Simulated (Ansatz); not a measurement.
## SrCo₃ in the AuCu3-type structure

Computed with Ansatz (plane waves, PAW, 420 eV cutoff): PBE, scalar-relativistic, collinear spin, Γ-centred 8×8×8 mesh, 0.05 eV Gaussian smearing; PAW files: Ansatz's generated set soft_2.

```
Sr Co
1.0
     4.00683    0.00000    0.00000
     0.00000    4.00683    0.00000
     0.00000    0.00000    4.00683
Sr Co
1 3
Direct
  0.00000 0.00000 0.00000
  0.00000 0.50000 0.50000
  0.50000 0.50000 0.00000
  0.50000 0.00000 0.50000
```

The structure was built from a prototype; whether the compound forms in it isn't claimed.

Magnetic state: ferromagnetic, site spin moments Sr -0.10; Co 1.52 μB.

The cell has space group Pm-3m (read at 0.01 Å). In it the stress is -0.01, -0.01, -0.01, 0.00, 0.00, 0.00 GPa and the largest force component 0.000 eV/Å. Each change below starts from this cell, without further relaxation. Stress is in GPa, positive in compression, in the order xx, yy, zz, yz, xz, xy; energies are counted from the cell above and are free energies with the smearing's entropy, which match forces and stress in a metal.

Q: What happens when atom 2 (Co) is moved by 0.05 Å along z?

A: The energy changes by 4.6 meV per cell, and the force on it along the shift is -0.185 eV/Å (−F/u = 3.70 eV/Å²). Stress: 0.00, 0.03, 0.00, 0.00, 0.00, 0.00.
| atom | Fx (eV/Å) | Fy | Fz |
| --- | --- | --- | --- |
| Sr1 | 0.000 | 0.000 | 0.224 |
| Co2 | 0.000 | 0.000 | -0.185 |
| Co3 | 0.000 | 0.000 | -0.036 |
| Co4 | 0.000 | 0.000 | -0.003 |
In a harmonic crystal the energy would rise by −½F·u = ½ × 3.70 × 0.05² eV = 4.6 meV, which matches.

Q: What happens when atom 4 (Co) is moved by 0.08 Å along y?

A: The energy changes by -6.9 meV per cell, and the force on it along the shift is 0.173 eV/Å (−F/u = -2.16 eV/Å²). Stress: 0.00, 0.09, 0.00, 0.00, 0.00, 0.00.
| atom | Fx (eV/Å) | Fy | Fz |
| --- | --- | --- | --- |
| Sr1 | 0.000 | -0.059 | 0.000 |
| Co2 | 0.000 | -0.057 | 0.000 |
| Co3 | 0.000 | -0.057 | 0.000 |
| Co4 | 0.000 | 0.173 | 0.000 |

Q: What stress follows from an engineering strain of 1 % in xz, atoms carried along?

A: 0.00, -0.01, 0.00, 0.00, -0.26, 0.00 GPa; the energy changes by 0.5 meV per cell.
The change of the stress over the strain gives a clamped-atom stiffness of about 26 GPa for this component.

Q: What stress follows from an engineering strain of 2 % in zz, atoms carried along?

A: -1.37, -1.37, -1.69, 0.00, 0.00, 0.00 GPa; the energy changes by 6.9 meV per cell. Spin moments: Sr -0.10; Co 1.54, 1.50 μB.
The change of the stress over the strain gives a clamped-atom stiffness of about 84 GPa for this component, a secant value that lies under the elastic constant in tension and over it in compression, by several per cent for each per cent of strain.
In a harmonic crystal the energy would rise by V(½Cε² − σ₀ε), with σ₀ the stress of the unstrained cell, = 6.8 meV, which matches.

The run wasn't fully tested for a lower electronic state. Site moments are of spin, integrated over atomic spheres. A displaced or strained copy of the relaxed cell lay 1.7 meV/atom lower, so the structure isn't a true minimum at this level, unless the mesh, which matters in a metal, makes it so. The moments were started parallel, and the real magnetic order may be another.
